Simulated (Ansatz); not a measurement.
LiZn in space group Fd-3m (No. 227; Zn on 8b, Li on 8a) at seven volumes, plane-wave PAW r²SCAN (Ansatz code), scaled uniformly. One row is withheld.

```json
[
 {"V (Å³/atom)": "12.875", "P (GPa)": "?"},
 {"V (Å³/atom)": "13.300", "P (GPa)": "3.33"},
 {"V (Å³/atom)": "13.724", "P (GPa)": "1.53"},
 {"V (Å³/atom)": "14.149", "P (GPa)": "-0.01"},
 {"V (Å³/atom)": "14.573", "P (GPa)": "-1.31"},
 {"V (Å³/atom)": "14.998", "P (GPa)": "-2.41"},
 {"V (Å³/atom)": "15.422", "P (GPa)": "-3.35"}
]
```

Question: Fit the shown pressures and predict the withheld one.

Answer: Third-order Birch–Murnaghan: P = (3/2)B₀(x^(7/2) − x^(5/2))[1 + (3/4)(B′ − 4)(x − 1)] with x = (V₀/V)^(2/3). Least squares on the six rows gives V₀ = 14.147 Å³/atom, B₀ = 47.03 GPa, B′ = 4.47. At V = 12.875, x = 1.0648 and P = 5.47 GPa. The run itself gave 5.46 GPa.

The workflow started from an entry of the Crystallography Open Database (COD). Whether it is the stable phase at ambient conditions was not checked. The r²SCAN relaxation kept the symmetry of its start; whether a distortion lowers the energy is not shown.

Potentials: the later of the program's two PAW sets.
